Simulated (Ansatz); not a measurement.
Relaxed-ion elastic tensor of GaN (NiAs type, P6_3/mmc) in GPa (Voigt order), r²SCAN (plane waves, PAW; program Ansatz); density 7.25 g/cm³, 9.59 Å³ per atom.

```
 424   178  54.0   0.0   0.0   0.0
 178   424  54.0   0.0   0.0   0.0
54.0  54.0   673   0.0   0.0   0.0
 0.0   0.0   0.0   8.0   0.0   0.0
 0.0   0.0   0.0   0.0   8.0   0.0
 0.0   0.0   0.0   0.0   0.0   123
```

Question: Is the crystal mechanically stable?

Answer: Yes: the smallest eigenvalue of C is 8.0 GPa.

Question: Work out the Voigt and Reuss bounds. Is their mean of use?

Answer: K_V = 232, K_R = 230; G_V = 110, G_R = 18.5 GPa. The bounds lie so far apart that a Hill average or a Debye temperature from it would say little.

The start of the workflow was typed in or built on a structure type; the Crystallography Open Database copy checked does not list it. It is not the phase usual at ambient conditions (space group No. 186, 216). The cell was relaxed with r²SCAN under the symmetry of its start; whether a distortion lowers the energy is not shown.

Potentials: the later of the program's two PAW sets.
